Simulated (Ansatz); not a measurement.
MoS2:
```xyz
6
Lattice="3.1741 0.0000 0.0000 -1.5870 2.7488 0.0000 0.0000 0.0000 12.4868" Properties=species:S:1:pos:R:3 pbc="T T T"
Mo     0.0000     1.8326     3.1217
Mo     1.5870     0.9163     9.3651
S      0.0000     1.8326     7.8118
S      1.5870     0.9163     1.5684
S      1.5870     0.9163     4.6750
S      0.0000     1.8326    10.9183
```

x, y and z are the axes in which the lattice vectors are written.

Question: Give the high-frequency dielectric tensor and the Born effective charge tensors of the independent atoms from DFPT, DFT-r²SCAN+D4 in the program Ansatz with PAW potentials.

Answer: 
ε∞:
```
14.6  0.00  0.00
0.00  14.6  0.00
0.00  0.00  5.64
```
Z* of atom 1 (Mo), rows: field, columns: displacement, in e:
```
-0.88   0.00   0.00
 0.00  -0.88   0.00
 0.00   0.00  -0.49
```
Z* of atom 3 (S), rows: field, columns: displacement, in e:
```
0.44  0.00  0.00
0.00  0.44  0.00
0.00  0.00  0.24
```

Static charges for comparison (Bader): Mo1 +1.31, S3 -0.66 e. Born charges measure polarisation by displacement and can exceed these by far.

Space group P6_3/mmc. Symmetry was held in the r²SCAN+D4 relaxation; phonons on a q-mesh show no instability. The run is not spin-polarised. Scalar-relativistic: spin–orbit coupling is off unless named, which matters more the heavier the elements.

Potentials: the later of the program's two PAW sets.
